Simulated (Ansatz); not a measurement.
An elastic tensor (GPa, Voigt order, standard axes) from PBEsol (plane waves, PAW; program Ansatz):

```
 126  25.7  25.7   0.0   0.0   0.0
25.7   126  25.7   0.0   0.0   0.0
25.7  25.7   126   0.0   0.0   0.0
 0.0   0.0   0.0  51.7   0.0   0.0
 0.0   0.0   0.0   0.0  51.7   0.0
 0.0   0.0   0.0   0.0   0.0  51.7
```

Question: Which of these materials gives this?
A. Ca3BiN, anti-perovskite
B. CaO, rock salt
C. GdN, rock salt
D. InBi, zinc blende

Answer: A, Ca3BiN, anti-perovskite

Space group Pm-3m (anti-perovskite). The first step of the workflow began from a Materials Project structure, measured or hypothetical; the Crystallography Open Database files this formula in space group No. 221, but the cells were not matched. Whether it is the stable phase at ambient conditions was not checked. Symmetry was held in the PBEsol relaxation; its stability against distortions is not shown here. Scalar-relativistic: spin–orbit coupling is off unless named, which matters more the heavier the elements.

Potentials: the later of the program's two PAW sets.
